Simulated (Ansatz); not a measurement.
**Rocksalt alloy of LiH and LiF (8 of 32 H sites exchanged), 64 atoms**

All numbers below come from DFT, PBEsol, PAW, plane waves in Ansatz.

Command:

```sh
ansatz run in.yaml --threads 7 --pin off --max-ram 13300MiB --runs-dir r --events-out ev --progress --plain
```

The input less its lattice and atoms:

```yaml
crystal:
  symmetry: { detect: false }
kpoints:
  mp_grid: { grid: [1, 1, 1], shift: [0.25, 0.25, 0.25] }
hamiltonian:
  xc: pbesol
scf:
  occupations: { method: fermi_dirac, width: 0.01 }
relax:
  f_tol: 0.03
  max_steps: 80
  escape_saddle: false
  adjacent_minimum: "off"
  cell: { fix: [shape] }
output:
  forces: true
  eigenvalues: true
  populations: true
```

Start:

```xyz
64
Lattice="7.9737 0.0000 0.0000 0.0000 7.9737 0.0000 0.0000 0.0000 7.9737" Properties=species:S:1:pos:R:3 pbc="T T T"
H     1.9984    7.9711    7.9647
H     1.9948    3.9712    3.9981
H     5.9473    7.9603    0.0026
H     5.9810    0.0156    3.9782
H     5.9827    4.0087    0.0002
H     0.0046    1.9802    7.9648
H     0.0358    1.9802    3.9890
H     7.9697    5.9583    0.0082
H     4.0053    1.9811    7.9501
H     4.0042    5.9693    7.9107
H     3.9927    5.9852    3.9840
H     0.0351    0.0192    1.9819
H     7.9310    0.0124    6.0031
H     0.0229    3.9209    1.9784
H     0.0150    3.9703    5.9671
H     3.9939    7.9568    1.9882
H     3.9515    0.0054    5.9932
H     4.0006    3.9596    6.0091
H     1.9845    2.0257    2.0157
H     1.9657    2.0122    5.9885
H     1.9776    5.9567    1.9823
H     2.0091    5.9625    5.9916
H     5.9687    1.9825    1.9801
H     5.9723    5.9630    5.9819
F     2.0051    7.9615    3.9553
F     1.9990    3.9565    7.9527
F     5.9953    3.9980    3.9798
F     0.0114    5.9822    3.9857
F     4.0275    2.0094    3.9696
F     4.0140    3.9946    1.9922
F     5.9867    2.0008    5.9711
F     6.0112    5.9903    1.9920
Li    7.9434    7.9498    7.9692
Li    0.0062    0.0068    3.9503
Li    7.9632    3.9956    7.9694
Li    7.9305    3.9976    4.0050
Li    3.9972    7.9590    7.9652
Li    3.9850    7.9572    3.9801
Li    3.9983    3.9880    0.0046
Li    3.9854    4.0043    3.9896
Li    2.0131    1.9962    7.9671
Li    2.0105    1.9980    3.9826
Li    1.9344    5.9675    7.9622
Li    2.0243    5.9830    3.9990
Li    5.9857    1.9748    0.0565
Li    5.9791    2.0385    3.9735
Li    5.9892    6.0123    7.9601
Li    6.0348    5.9884    4.0026
Li    1.9951    7.9575    1.9934
Li    1.9643    0.0061    5.9887
Li    1.9836    3.9727    2.0131
Li    1.9959    3.9893    5.9825
Li    5.9781    7.9461    1.9603
Li    6.0076    0.0281    5.9860
Li    5.9896    3.9681    2.0146
Li    5.9812    3.9754    5.9568
Li    7.9609    2.0317    2.0014
Li    0.0246    2.0164    5.9423
Li    0.0202    5.9634    1.9886
Li    7.9709    5.9369    5.9883
Li    3.9908    2.0157    1.9806
Li    3.9710    1.9857    5.9854
Li    3.9857    5.9548    2.0038
Li    3.9591    5.9802    5.9457
```

Steps:

```csv
step,energy less the first (eV),largest force component (eV/Å),pressure (GPa)
start,0.000,0.296,0.43
1,-0.054,0.213,-0.02
2,-0.146,0.009,0.02
3,-0.154,0.009,0.04
```

A structure on the way, about -0.05 eV from the start:

```
H F Li
1.0
     8.00072    0.00000    0.00000
     0.00000    8.00072    0.00000
     0.00000    0.00000    8.00072
H F Li
24 8 32
Direct
  0.25140 0.99944 0.00032
  0.24968 0.50277 0.50139
  0.75371 0.99760 0.00036
  0.75072 0.99624 0.49993
  0.75414 0.49677 0.99869
  0.99700 0.24985 0.00286
  0.99795 0.25130 0.49906
  0.00414 0.75161 0.99656
  0.49853 0.24810 0.00204
  0.50128 0.75332 0.00479
  0.49543 0.74971 0.50660
  0.99686 0.99920 0.24655
  0.00374 0.99758 0.75131
  0.99930 0.49637 0.24984
  0.99943 0.50214 0.74941
  0.49787 0.99772 0.24627
  0.50231 0.99858 0.74953
  0.49692 0.50289 0.74701
  0.25291 0.24914 0.24719
  0.24954 0.24648 0.74796
  0.24898 0.74896 0.24805
  0.25114 0.74926 0.74988
  0.75669 0.24818 0.24477
  0.75295 0.75096 0.75067
  0.25014 0.99952 0.49796
  0.25173 0.49804 0.99850
  0.75187 0.49869 0.49818
  0.99745 0.75008 0.49858
  0.50146 0.25120 0.49871
  0.50203 0.50043 0.24908
  0.75013 0.25023 0.74605
  0.75168 0.75007 0.25047
  0.00461 0.00500 0.99891
  0.00034 0.00005 0.49682
  0.00139 0.49883 0.00027
  0.99547 0.50174 0.50073
  0.50059 0.99846 0.99746
  0.49799 0.99930 0.49912
  0.50111 0.50198 0.99981
  0.50009 0.49983 0.49884
  0.24783 0.25253 0.99852
  0.24970 0.25040 0.49813
  0.25200 0.74907 0.99866
  0.24804 0.75240 0.50114
  0.75051 0.24840 0.00007
  0.74598 0.25196 0.49774
  0.74948 0.74827 0.00001
  0.75311 0.74860 0.50096
  0.24747 0.00027 0.25181
  0.25256 0.99978 0.75181
  0.24897 0.49759 0.25082
  0.24979 0.49882 0.75260
  0.74767 0.99505 0.24933
  0.75419 0.00400 0.74905
  0.74896 0.49857 0.25113
  0.74741 0.49683 0.74693
  0.00484 0.24984 0.24787
  0.00042 0.24999 0.74991
  0.99899 0.74923 0.24930
  0.99941 0.74988 0.74818
  0.50141 0.25215 0.25045
  0.49983 0.24962 0.75038
  0.49987 0.74617 0.25130
  0.50184 0.75206 0.75789
```

End:

```
H F Li
1.0
     7.99602    0.00000    0.00000
     0.00000    7.99602    0.00000
     0.00000    0.00000    7.99602
H F Li
24 8 32
Direct
  0.25058 0.99976 0.99926
  0.24917 0.50023 0.50058
  0.75087 0.99954 0.99919
  0.75026 0.99935 0.49976
  0.75140 0.49952 0.99843
  0.00003 0.24840 0.99998
  0.00100 0.24929 0.49899
  0.00082 0.75023 0.99881
  0.50057 0.24814 0.99931
  0.50082 0.75175 0.99842
  0.49922 0.75088 0.50165
  0.99992 0.00086 0.24747
  0.00030 0.99996 0.75127
  0.00116 0.49791 0.24804
  0.00122 0.49995 0.75092
  0.50027 0.99936 0.24802
  0.50046 0.99845 0.75142
  0.49911 0.50103 0.75085
  0.24881 0.24853 0.24814
  0.24954 0.24930 0.75103
  0.25006 0.75070 0.24837
  0.25095 0.75027 0.75114
  0.75228 0.24787 0.24758
  0.74973 0.75078 0.75126
  0.25026 0.99982 0.49975
  0.25128 0.49943 0.00045
  0.75034 0.49973 0.49939
  0.00005 0.74994 0.49921
  0.49992 0.24968 0.49935
  0.50060 0.49965 0.24962
  0.74983 0.25029 0.74842
  0.75045 0.74880 0.25003
  0.00127 0.00012 0.99963
  0.00203 0.99896 0.49951
  0.00267 0.49934 0.99989
  0.00025 0.50069 0.49924
  0.49958 0.99929 0.99922
  0.49829 0.00032 0.49986
  0.49853 0.49996 0.00033
  0.49984 0.49908 0.49900
  0.24973 0.24989 0.99920
  0.25038 0.24829 0.50013
  0.25039 0.74939 0.99932
  0.24874 0.75157 0.50045
  0.75112 0.24891 0.99781
  0.74948 0.24999 0.50040
  0.75096 0.75011 0.99992
  0.75137 0.74927 0.49941
  0.25005 0.99992 0.24921
  0.25080 0.99967 0.75033
  0.25113 0.49952 0.24750
  0.25016 0.49988 0.75241
  0.75057 0.99852 0.24829
  0.75000 0.00070 0.75072
  0.74958 0.50018 0.24972
  0.75011 0.49891 0.74959
  0.99982 0.24886 0.24872
  0.99849 0.24907 0.75003
  0.99855 0.74976 0.24982
  0.99989 0.75031 0.74931
  0.50115 0.24979 0.24984
  0.50175 0.24943 0.74932
  0.50199 0.74923 0.24954
  0.50103 0.75072 0.75075
```

The run converged.

Time: 10 s of wall time on 7 threads of a Neoverse-V2 processor, on a host shared with other runs; peak host memory 0.9 GiB.

(1) How much energy did the relaxation gain, and which atom moved most?

## Answers

(1) 0.15 eV in 3 steps, from a start with small random displacements; atom 45 (Li) moved 0.07 Å, the median atom 0.03 Å (drift of the whole cell removed).
